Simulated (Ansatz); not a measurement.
What moves the field gradients of SrCaLaBiO6?

Cell of run 1: a computed structure from the Materials Project (it need not be an observed phase), atoms as given.

Space group P-4n2 (No. 118); a = 5.9771, c = 8.6366 Å.

| site | Wyckoff | site symmetry | x | y | z |
| --- | --- | --- | --- | --- | --- |
| Sr | 2d | 2.22 | 0.5000 | 0.0000 | 0.2500 |
| Ca | 2b | -4.. | 0.0000 | 0.0000 | 0.5000 |
| La | 2c | 2.22 | 0.0000 | 0.5000 | 0.2500 |
| Bi | 2a | -4.. | 0.0000 | 0.0000 | 0.0000 |
| O9 | 4e | 2.. | 0.0000 | 0.0000 | 0.2436 |
| O13 | 8i | 1 | 0.3200 | 0.1570 | 0.9866 |

One atom of each set is listed.

All runs are DFT with Ansatz 0.2.0 (plane waves and PAW, scalar-relativistic unless spin–orbit coupling is named, Γ-centred meshes, Fermi–Dirac smearing where given) in this cell.

Run 1: PBE, atoms as given; 420 eV, 4×4×3 k-points, smearing 0.02 eV.
Run 2: r2SCAN, atoms as given; 500 eV, 4×4×3 k-points, smearing 0.02 eV.
Run 3: PBE with spin–orbit coupling, atoms as given; 420 eV, 4×4×3 k-points, smearing 0.02 eV.

```json
{"run": "1", "Sr V_zz (η)": "-8.57 (1.00)", "La V_zz (η)": "32.4 (0.70)", "Bi V_zz (η)": "-5.38 (0.00)"}
{"run": "2", "Sr V_zz (η)": "?", "La V_zz (η)": "?", "Bi V_zz (η)": "?"}
{"run": "3", "Sr V_zz (η)": "-8.57 (1.00)", "La V_zz (η)": "32.5 (0.69)", "Bi V_zz (η)": "-5.07 (0.00)"}
```

V_zz in 10²¹ V/m²; 3 of the 6 sets of like atoms are followed.

**Question.** Estimate the row of run 2.

**Answer.** Sr: 8.85 (1.00); La: 33.1 (0.69); Bi: -5.50 (0.00). It lies nearest to run 3, from whose tensors on these sites it differs by 0.61 at most (largest principal value of the difference, on La). Taken one at a time, the functional (r2SCAN with its higher cutoff) moves the tensors on these sites by up to 0.73 (largest principal value of the change, on La), spin–orbit coupling by 0.31 (Bi). On some sites the largest principal value moves to another axis from run to run, and the sign of V_zz can flip with it. On Sr η is near 1, so the change of sign is little more than a relabelling of axes.

In run 2 the atoms aren't at the calculated equilibrium (largest force 0.50 eV/Å).
